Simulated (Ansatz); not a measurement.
## Two states of La2NiO4

```xyz
7
Lattice="-1.9255 1.9255 6.3219 1.9255 -1.9255 6.3219 1.9255 1.9255 -6.3219" Properties=species:S:1:pos:R:3 pbc="T T T"
La    0.0000    0.0000    4.5745
La    0.0000    0.0000    8.0692
Ni    0.0000    0.0000    0.0000
O     0.0000    1.9255    0.0000
O     1.9255    0.0000    0.0000
O     0.0000    0.0000    2.2126
O     0.0000    0.0000   10.4311
```

Method: r2SCAN, with U = 5.17 eV and J = 0.65 eV on Ni d (all-electron-ortho-atomic projectors); PAW, plane waves to 500 eV, 7×7×7 Γ-centred mesh, fermi-dirac occupations (width 0.1 eV) (Ansatz 0.2.0), atoms fixed.

State A: Ni3 up (collinear spin). State B: no moments (no spin polarisation).

**Question.** Which state is lower, and how do they differ?

**Answer.** State A is lower by 313.5 meV an atom at zero smearing; in free energy at this smearing B lies +309.3 meV an atom from A.

```csv
state,free energy (meV/atom),largest moment in a small sphere (μB),net moment (μB/cell),gap on mesh (eV),pressure (GPa),largest force (eV/Å)
A,0.0,1.70,1.99,0.32,2.4,0.59
B,309.3,0.00,0.00,metal,-1.9,1.14
```

Origin: a database entry at a rescaled volume. Caveats: the mesh misses a band edge that the path finds; gaps of Fe, Co and Ni magnets come out low on these datasets; the k mesh is coarse if the cell is a metal.
